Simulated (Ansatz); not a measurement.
**Relaxing a structure of WS$_{2}$**

The start is a relaxed WS2 cell, doubled along one cell vector, shaken by Gaussian noise of σ = 0.08 Å a coordinate. A full variable-cell relaxation at zero pressure is run with PBE (plane waves to 420 eV, PAW, scalar-relativistic; Ansatz, an electronic-structure program). The first steps use a coarse 4×2×7 k-mesh.

Starting cell:
```
WS2
1.0
    5.87797     0.00000     0.00000
    0.00000    11.75594     0.00000
    0.00000     0.00000     3.23138
W S
4 8
Direct
  0.49856   0.25156   0.47553
  0.50363   0.74777   0.47408
  0.01661   0.99466   0.00812
  0.99706   0.49612   0.97212
  0.76147   0.39373   0.52207
  0.83285   0.89280   0.51226
  0.30110   0.35261   0.01644
  0.29036   0.85957   0.97290
  0.69354   0.14890   0.04999
  0.69802   0.64356   0.95729
  0.20501   0.11019   0.48270
  0.22274   0.60835   0.47580
```

```yaml
initial_pressure: "+5 GPa (positive: the cell is compressed)"
largest_initial_force: about 4.1 eV/Å, on S9 (atoms numbered as listed)
relative_to_the_parent: "It does not go back: it reaches Pnnm (No. 58), AFLOW prototype AB2_oP6_58_a_g (as in Fe2C), 0.03 eV/atom below the parent"
optimiser_moves: 13
```

Final structure:

```cif
data_S4W2
_chemical_formula_sum 'W2 S4'
_space_group_name_H-M_alt 'Pnnm'
_space_group_IT_number 58
_space_group_name_Hall '-P 2 2n'
_cell_length_a 5.41217
_cell_length_b 6.02919
_cell_length_c 3.17615
_cell_angle_alpha 90.000
_cell_angle_beta 90.000
_cell_angle_gamma 90.000
loop_
_space_group_symop_operation_xyz
  'x, y, z'
  '-x, -y, -z'
  '-x, -y, z'
  'x, y, -z'
  'x+1/2, -y+1/2, -z+1/2'
  '-x+1/2, y+1/2, z+1/2'
  '-x+1/2, y+1/2, -z+1/2'
  'x+1/2, -y+1/2, z+1/2'
loop_
_atom_site_label
_atom_site_type_symbol
_atom_site_symmetry_multiplicity
_atom_site_Wyckoff_symbol
_atom_site_fract_x
_atom_site_fract_y
_atom_site_fract_z
_atom_site_occupancy
W1 W 2 c 0.00000 0.50000 0.00000 1
S1 S 4 g 0.21105 0.15116 0.00000 1
```

Final values are on a 9×8×15 k-mesh of the relaxed cell. No spin polarisation in the result.

The relaxed structure here is a generated cell of WS2: the first start was made by placing the elements on the sites of a structure type, and the end was not matched to a known phase here, so it may be hypothetical. Known forms of WS2 include space group No. 194.
